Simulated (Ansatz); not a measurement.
## Nb₂SiO₃: rattling a relaxed structure

It was reached by relaxing an invented guess, and it needn't be the stable form of this composition.

Theory: Ansatz 0.2.0, DFT PBE, scalar-relativistic, plane waves, PAW. Settings: cutoff 420 eV, Γ-centred mesh 6×6×6 on the computed 12-atom cell, Gaussian smearing of 0.10 eV; no spin polarisation.

The cell below (12 atoms, space group Pc (No. 7)) is relaxed within its symmetry.

```
CELL_PARAMETERS angstrom
5.35828 0.00000 0.00260
0.00000 5.33459 0.00000
-0.66087 0.00000 5.27246
ATOMIC_POSITIONS crystal
Nb 0.33493 0.08011 0.71157
Nb 0.73815 0.71014 0.80656
Nb 0.33493 0.91989 0.21157
Nb 0.73815 0.28986 0.30656
Si 0.28141 0.54865 0.54836
Si 0.28141 0.45135 0.04836
O 0.06404 0.90299 0.87324
O 0.94053 0.54204 0.53566
O 0.06404 0.09701 0.37324
O 0.94053 0.45796 0.03566
O 0.64094 0.99252 0.52461
O 0.64094 0.00748 0.02461
```

For the test it was strained at random (σ = 1.5 % a component), the atoms were moved at random (σ = 0.10 Å), and all was relaxed again on a coarse 4×4×4 mesh (in the run’s order of axes) with 0.20 eV smearing, with no symmetry imposed.

Question: Is the structure stable against such a distortion?

Answer: It returns, within 1 meV/atom of the unmoved cell on that mesh and with the same symmetry when read at 0.1 Å. No instability shows in this cell; modes of other wave vectors, which need another repeat, aren't tested.
